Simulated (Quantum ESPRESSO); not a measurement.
# Where does C sit best among Si sites?

Calculated results; nothing here was measured. They come from pw.x of Quantum ESPRESSO 7.5, a plane-wave density functional program, with PseudoDojo standard norm-conserving files (v0.5 for PBE, v0.4.1 for LDA and PBEsol). The cells are made up: elements, strain and atom displacements were drawn at random, and nothing was relaxed. There is no spin polarisation, spin-orbit coupling or dispersion term.

The cell has 8 sites of a zincblende or diamond lattice. Sites 1 to 4 hold Ge Ge P Ge; sites 5 to 8 hold X X X X. Cell vectors in Å: (5.650, 0.000, 0.000); (0.000, 5.650, 0.000); (0.000, 0.000, 5.650). Settings: PBE, cutoff 1116 eV, 6 x 6 x 6 k mesh shifted by half a step, Fermi-Dirac smearing of 0.1 eV.

In each run one of the sites marked X holds C and the others hold Si; cell and positions stay the same. E is the free energy of the cell.

| site of the guest | first shell | mean distance (Å) | E above the lowest (eV) | P (GPa) | force on the guest (eV/Å) |
| --- | --- | --- | --- | --- | --- |
| 5 | Ge3P | 2.471 | 0.479 | -7.79 | 0.290 |
| 6 | Ge3P | 2.469 | 0.628 | -7.60 | 0.309 |
| 7 | Ge3P | 2.377 | 0.000 | -8.82 | 0.381 |
| 8 | Ge3P | 2.478 | 0.665 | -7.53 | 0.520 |

A rerun of one of these cells at 1347 eV and k mesh 8 x 8 x 8 moved values by no more than 0.003 eV in the cell's energy, 0.02 GPa in stress and 0.011 eV/Å in force.

## Reading the table

Site 7 is lowest, by 0.479 eV, over three times the rerun's bound. A straight line of energy against the mean distance has a slope of 6.2 ± 1.1 eV/Å, so the guest costs less on the tighter sites. The positions are random and not relaxed, so the differences hold for this frozen cell and are not site preferences of a real crystal.